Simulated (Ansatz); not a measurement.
## Energy over volume and axial ratio for Y (hcp, Mg type)

Y (hcp, Mg type)

Space group P6₃/mmc (No. 194); a = 3.656 Å, b = 3.656 Å, c = 5.679 Å, α = 90.00°, β = 90.00°, γ = 120.00°

| atom | site | symmetry | x | y | z |
|---|---|---|---|---|---|
| Y | 2d | -6m2 | 0.6667 | 0.3333 | 0.2500 |

Grid over V/V₀ and (c/a)/(c/a)₀, subscript 0 meaning the relaxed cell; the conventional c axis lies along z; no internal relaxation.

These are PBE (plane waves to 420 eV, PAW, scalar-relativistic; Ansatz, a first-principles code) values and carry that method's errors. k mesh 15×15×8 (Γ-centred), Fermi-Dirac smearing 0.05 eV. The energy includes the smearing's −TS. Stress and pressure are positive under compression. With partly filled bands, the response to shear is sensitive to the k mesh, so small differences along c/a are uncertain. Y is run without spin polarisation. Y was relaxed with its symmetry unable to fall. The zero of ΔE is the relaxed starting cell.

ΔE (meV/atom), with V/V₀ across and (c/a)/(c/a)₀ down:

```
(c/a)/(c/a)₀ \ V/V₀  0.920  0.960  1.000  1.040  1.080
-------------------  -----  -----  -----  -----  -----
0.880                   98     74     66     71     88
0.940                   46     23     16     22     39
1.000                   30      7      0      6     24
1.060                   42     20     13     19     36
1.120                   75     53     46     51     68
```

σxx (GPa), with V/V₀ across and (c/a)/(c/a)₀ down:

| (c/a)/(c/a)₀ \ V/V₀ | 0.920 | 0.960 | 1.000 | 1.040 | 1.080 |
|---|---|---|---|---|---|
| 0.880 | 1.3 | -0.7 | -2.3 | -3.7 | -4.8 |
| 0.940 | 2.5 | 0.5 | -1.2 | -2.7 | -3.9 |
| 1.000 | 3.8 | 1.8 | 0.0 | -1.5 | -2.8 |
| 1.060 | 4.8 | 2.8 | 1.1 | -0.5 | -1.8 |
| 1.120 | 5.7 | 3.7 | 1.9 | 0.4 | -1.0 |

What the scan shows:

| Property | Result |
|---|---|
| Lowest place on the grid | V/V₀ = 1.000, (c/a)/(c/a)₀ = 1.000 (0 meV/atom) |
| Highest place on the grid | V/V₀ = 0.920, (c/a)/(c/a)₀ = 0.880 (98 meV/atom) |

The 25 points together took very roughly 2.0 core-minutes.

(A scan under strain: stresses follow from slopes of the energy per volume, elastic moduli from its curvatures.)
